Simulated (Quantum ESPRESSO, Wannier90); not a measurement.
HfC (rock salt), plane waves to Wannier functions

```
begin unit_cell_cart
ang
    0.0000000000    2.3171400000    2.3171400000
    2.3171400000    0.0000000000    2.3171400000
    2.3171400000    2.3171400000    0.0000000000
end unit_cell_cart
begin atoms_frac
Hf   0.0000000000  0.0000000000  0.0000000000
C    0.5000000000  0.5000000000  0.5000000000
end atoms_frac
```

Structure: Materials Project mp-21075, symmetrised, not relaxed again. COD (Crystallography Open Database) has an entry of this formula and space group (matched by these alone). Method: LDA plane waves in Quantum ESPRESSO 7.5 (PseudoDojo norm-conserving files, 66 Ry, no spin polarisation, no spin-orbit coupling), Bloch states on a 10×10×10 mesh through Γ, Wannier90 4.0.1. Density: 12×12×12 mesh, cold smearing 0.01 Ry. Spin-orbit coupling is left out although heavy elements are present.

A tight-binding model is made by disentanglement and projection with no localisation steps (num_iter = 0), so the 13 orbitals stay atom-like: hydrogen-like Hf: s;p;d; C: s;p, axes along x, y, z; frozen window up to 1.50 eV relative to the Fermi level. It follows pw.x to 3.0 meV rms for states up to 1.0 eV relative to the Fermi level. Matrix elements depend on this choice of orbitals and windows.

Task: What are the on-site energies relative to the Fermi level, and how fast do the hoppings decay?

Result: 
```
atom     orbitals  energy (eV)
----  -----------  -----------
Hf1             s         8.95
Hf1      pz px py        15.46
Hf1    dz2 dx2-y2         5.20
Hf1   dxz dyz dxy         3.54
C2              s        -5.62
C2       pz px py         1.64
```

```csv
distance of the centres (Å),largest modulus (eV)
2–3,2.7
3–4,0.89
4–5,0.72
5–6,0.12
6–7,0.046
7–8,0.061
8–9,0.016
9–10,0.019
10–11,0.0090
11–12,0.0049
12–13,0.0016
```
